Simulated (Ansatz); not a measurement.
Two-dimensional strain map in Al

These are results of DFT r2SCAN, scalar-relativistic, plane waves, PAW (Ansatz 0.2.0), not measurements. Cutoff 500 eV, Γ-centred 20×20×20 k-points, Gaussian smearing of 0.15 eV. No spin polarisation. Energies are free energies at this smearing, counted from the undisturbed cell; pressure is positive in compression.

The undisturbed cell (as given, not relaxed at this level; it stands at 0.5 GPa; this bcc form isn't the usual structure):

```
Al
1.0
    -1.59122    1.59122    1.59122
     1.59122   -1.59122    1.59122
     1.59122    1.59122   -1.59122
Al
1
Direct
  0.00000 0.00000 0.00000
```

The cell is strained by p along both x and y and by q along z, fractional coordinates fixed. Points are written (p, q).

Energy above the undisturbed cell in meV/atom (a dash: not computed):

| p \ q | -0.050 | 0.000 | 0.050 |
| --- | --- | --- | --- |
| -0.050 | 119.1 | 47.5 | -2.5 |
| 0.000 | 9.7 | 0.0 | 3.4 |
| 0.050 | -4.6 | 29.4 | – |

Pressure in GPa:

| p \ q | -0.050 | 0.000 | 0.050 |
| --- | --- | --- | --- |
| -0.050 | 18.3 | 11.2 | 5.5 |
| 0.000 | 5.3 | 0.5 | -3.3 |
| 0.050 | -3.1 | -6.3 | – |